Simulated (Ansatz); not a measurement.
**Calculated with Ansatz: Ag, vacancy hop by nudged elastic band**

Run with:

```bash
ansatz run input.yaml --threads 4 --pin off --max-ram 8192MiB --backend cpu --events-out ev --progress --plain --runs-dir out
```

input.yaml:

```yaml
crystal:
  lattice:
    - [5.92903156, 0.0, 0.0]
    - [-2.96451578, 5.13468298, 0.0]
    - [0.0, 0.0, 9.69285362]
  atoms:
    - { symbol: Ag, position: [0.16825855, 0.33976453, 0.12290619] }
    - { symbol: Ag, position: [0.33029401, 0.16615155, 0.37505427] }
    - { symbol: Ag, position: [0.1668939, 0.32910101, 0.62738561] }
    - { symbol: Ag, position: [0.33462576, 0.16799792, 0.87666372] }
    - { symbol: Ag, position: [0.33667521, 0.67091826, 0.37362511] }
    - { symbol: Ag, position: [0.17003039, 0.82973741, 0.62486782] }
    - { symbol: Ag, position: [0.33249775, 0.66107267, 0.87800339] }
    - { symbol: Ag, position: [0.67212344, 0.33642477, 0.12552206] }
    - { symbol: Ag, position: [0.829565, 0.16712218, 0.37481071] }
    - { symbol: Ag, position: [0.66899016, 0.33800712, 0.62571414] }
    - { symbol: Ag, position: [0.83102763, 0.16475662, 0.87468585] }
    - { symbol: Ag, position: [0.66508752, 0.82540993, 0.12223538] }
    - { symbol: Ag, position: [0.83552966, 0.6738217, 0.36895103] }
    - { symbol: Ag, position: [0.66483764, 0.83430954, 0.6255789] }
    - { symbol: Ag, position: [0.82964307, 0.66629421, 0.87303985] }
kpoints:
  mp_grid: { grid: [3, 3, 2] }
magnetization:
  spin_polarized: false
scf:
  occupations: { method: cold, width: 0.15 }
hamiltonian:
  pseudopotentials: { kind: paw }
  xc: lda
basis:
  ecutwfc: 420
neb:
  images: 5
  relax_end_points: true
  climbing: true
  f_tol: 0.05
  max_iterations: 40
  order_check: false
  final_atoms:
    - { symbol: Ag, position: [0.16825855, 0.33976453, 0.12290619] }
    - { symbol: Ag, position: [0.33029401, 0.16615155, 0.37505427] }
    - { symbol: Ag, position: [0.1668939, 0.32910101, 0.62738561] }
    - { symbol: Ag, position: [0.33462576, 0.16799792, 0.87666372] }
    - { symbol: Ag, position: [0.33667521, 0.67091826, 0.37362511] }
    - { symbol: Ag, position: [0.17003039, 0.82973741, 0.62486782] }
    - { symbol: Ag, position: [0.33249775, 0.66107267, 0.87800339] }
    - { symbol: Ag, position: [0.67212344, 0.33642477, 0.12552206] }
    - { symbol: Ag, position: [0.829565, 0.16712218, 0.37481071] }
    - { symbol: Ag, position: [0.66899016, 0.33800712, 0.62571414] }
    - { symbol: Ag, position: [0.83102763, 0.16475662, 0.87468585] }
    - { symbol: Ag, position: [0.1726807, 0.83972196, 0.12561198] }
    - { symbol: Ag, position: [0.83552966, 0.6738217, 0.36895103] }
    - { symbol: Ag, position: [0.66483764, 0.83430954, 0.6255789] }
    - { symbol: Ag, position: [0.82964307, 0.66629421, 0.87303985] }
```

Origin of the cell: a database entry, scaled a little.

The cell is 2×2×2 cells of Ag with one Ag taken out; atom 12 (Ag) hops into the empty site, 2.96 Å away before the end points are relaxed. All atoms were shaken by about 0.02 Å first.

Output (shortened):

```
SCF iter   1: F=—  HF=-111868.884995 eV  Δρ=1.29e-2  dr2=7.47e-1  defer=67
SCF iter   2: F=—  HF=-111869.143502 eV  S|Δr|=    0.00e0  Δρ=2.21e-2  dr2=1.86e0  defer=215  recentre
SCF iter   3: F=—  HF=-111868.733285 eV  S|Δr|=    0.00e0  Δρ=1.70e-3  dr2=2.19e-2  defer=215
[… 3 lines left out …]
SCF iter   7: F=—  HF=-111868.730504 eV  S|Δr|=    0.00e0  Δρ=1.54e-5  dr2=1.13e-6  defer=102
SCF iter   8: F=—  HF=-111868.730504 eV  S|Δr|=    0.00e0  Δρ=5.43e-6  dr2=1.20e-7  defer=102
SCF iter   9: F=-111868.730504 eV  HF=-111868.730504 eV  S|Δr|=    0.00e0  Δρ=2.06e-6  dr2=1.60e-8
NEB iter   1: max|band force component| = 8.979e-1 eV/Å  barrier→ = 0.6302 eV  barrier← = 0.6303 eV  Δτ_max = 0.1973 Å  (64 SCF iters)
NEB iter   2: max|band force component| = 2.265e-1 eV/Å  barrier→ = 0.4081 eV  barrier← = 0.4082 eV  CI = image 3  Δτ_max = 0.1228 Å  (38 SCF iters)
NEB iter   3: max|band force component| = 1.160e-1 eV/Å  barrier→ = 0.3668 eV  barrier← = 0.3668 eV  CI = image 3  Δτ_max = 0.1031 Å  (35 SCF iters)
NEB iter   4: max|band force component| = 3.316e-2 eV/Å  barrier→ = 0.3593 eV  barrier← = 0.3594 eV  CI = image 3  Δτ_max = 0.0247 Å  (35 SCF iters)
NEB iter   5: max|band force component| = 3.393e-2 eV/Å  barrier→ = 0.3583 eV  barrier← = 0.3584 eV  CI = image 3  Δτ_max = 0.0000 Å  (7 SCF iters)
--- NEB band (7 images, 5 band iterations, 179 SCF iterations, 30 more in tests of the images' electronic states and relaxations of end points) ---
  forward barrier  = 0.358340 eV
  backward barrier = 0.358363 eV
  lagrangian_above_aufbau_ev (what the smearing adds, to first order; not taken off the barriers): saddle image +0.003581 eV, end points +0.000966 and +0.000917 eV
  climbing image's point = of an order that was not read
  energies are F+E_penalty+E_count in eV, relative to image 0
  image     s (Å)  Δ vs image 0  max|band force component| (eV/Å)
      0    0.0000      0.000000                                 —
      1    0.5542      0.082087                          1.407e-2
      2    1.1082      0.256771                          3.392e-2
  *   3    1.6572      0.358340                          6.867e-3
      4    2.2040      0.257522                          3.393e-2
      5    2.7565      0.083219                          1.419e-2
      6    3.3091     -0.000023                                 —
```

The converged band:

```csv
image,path over all atoms (Å),ΔF (eV),Ag x,y,z (Å)
0,0.00,0.000,1.48,4.27,1.21
1,0.55,0.082,1.04,4.43,1.21
2,1.11,0.257,0.53,4.55,1.21
3,1.66,0.358,0.00,4.57,1.21
4,2.20,0.258,-0.52,4.55,1.21
5,2.76,0.083,-1.04,4.43,1.21
6,3.31,0.000,-1.48,4.27,1.21
```

Relaxed start, forces in eV/Å:

```xyz
15
Lattice="5.929 0.000 0.000 -2.965 5.135 0.000 0.000 0.000 9.693" Properties=species:S:1:pos:R:3:forces:R:3 pbc="T T T" image=0
Ag    0.014    1.720    1.209   -0.007   -0.005   -0.001
Ag    1.482    0.872    3.702   -0.002    0.002   -0.002
Ag   -0.017    1.702    6.055    0.002    0.003    0.001
Ag    1.483    0.872    8.409    0.000    0.002    0.000
Ag    0.013    3.417    3.700    0.002   -0.003    0.001
Ag   -1.482    4.279    6.054   -0.002    0.003   -0.001
Ag    0.014    3.416    8.409    0.001    0.000   -0.002
Ag    2.955    1.720    1.207    0.004   -0.003    0.001
Ag    4.446    0.858    3.625    0.002   -0.001   -0.003
Ag    2.980    1.705    6.055    0.000   -0.002   -0.001
Ag    4.447    0.857    8.484    0.000    0.002    0.001
Ag    1.483    4.267    1.207    0.000    0.007    0.001
Ag    2.950    3.416    3.698   -0.001    0.002    0.005
Ag    1.481    4.301    6.053    0.002   -0.005    0.001
Ag    2.951    3.418    8.407   -0.001   -0.002    0.001
```

Highest image (3), forces in eV/Å:

```xyz
15
Lattice="5.929 0.000 0.000 -2.965 5.135 0.000 0.000 0.000 9.693" Properties=species:S:1:pos:R:3:forces:R:3 pbc="T T T" image=3
Ag    0.000    1.779    1.209    0.000   -0.002    0.000
Ag    1.511    0.804    3.595    0.000    0.000    0.000
Ag    0.000    1.610    6.055    0.000    0.003    0.000
Ag    1.511    0.804    8.516    0.000    0.000    0.000
Ag    0.000    3.314    3.735    0.000   -0.003    0.005
Ag   -1.459    4.256    6.055    0.004   -0.001    0.000
Ag    0.000    3.314    8.376    0.000   -0.003   -0.005
Ag    2.965    2.117    1.209    0.000    0.001    0.000
Ag    4.419    0.804    3.595    0.000    0.000    0.000
Ag    2.965    1.634    6.055    0.000    0.000    0.000
Ag    4.419    0.804    8.516    0.000    0.000    0.000
Ag    0.001    4.572    1.209    0.000    0.007    0.000
Ag    2.965    3.393    3.788    0.000    0.000   -0.002
Ag    1.460    4.256    6.055   -0.004   -0.001    0.000
Ag    2.965    3.393    8.322    0.000    0.000    0.002
```

Relaxed end, forces in eV/Å:

```xyz
15
Lattice="5.929 0.000 0.000 -2.965 5.135 0.000 0.000 0.000 9.693" Properties=species:S:1:pos:R:3:forces:R:3 pbc="T T T" image=6
Ag   -0.010    1.726    1.210    0.003   -0.003    0.000
Ag    1.482    0.862    3.629    0.001    0.001   -0.005
Ag    0.017    1.707    6.056   -0.001    0.002    0.000
Ag    1.484    0.861    8.486   -0.001    0.001    0.002
Ag   -0.013    3.422    3.701    0.000    0.000    0.003
Ag   -1.482    4.303    6.057    0.000   -0.001   -0.001
Ag   -0.014    3.419    8.412    0.001    0.002   -0.002
Ag    2.976    1.727    1.210   -0.003   -0.003    0.000
Ag    4.446    0.879    3.701    0.001   -0.001    0.002
Ag    2.948    1.708    6.056    0.002    0.000    0.001
Ag    4.447    0.877    8.411   -0.001    0.000   -0.002
Ag   -1.479    4.274    1.211   -0.002    0.003   -0.001
Ag    2.979    3.422    3.701   -0.001    0.000    0.003
Ag    1.482    4.285    6.056    0.001    0.000    0.000
Ag    2.978    3.421    8.411    0.001    0.000   -0.001
```

Barrier of this path: 0.36 eV forwards, 0.36 eV backwards, after 5 band iterations.

Caveats: no moments, though an odd count or open d shells may carry them; the k mesh is coarse if the cell is a metal; a small cell with a neutral vacancy and no spin, whose shape can make like sites unlike; the cell is held at a rescaled volume, and strain moves barriers; the hop was drawn among near neighbours and need not be the easiest path; few images and a loose tolerance, and neither the top nor the ends were tested for their order.

The run took 10 min on 4 threads of Arm Neoverse V1, on a shared host, peak memory 2.7 GiB, from the program's own first density.
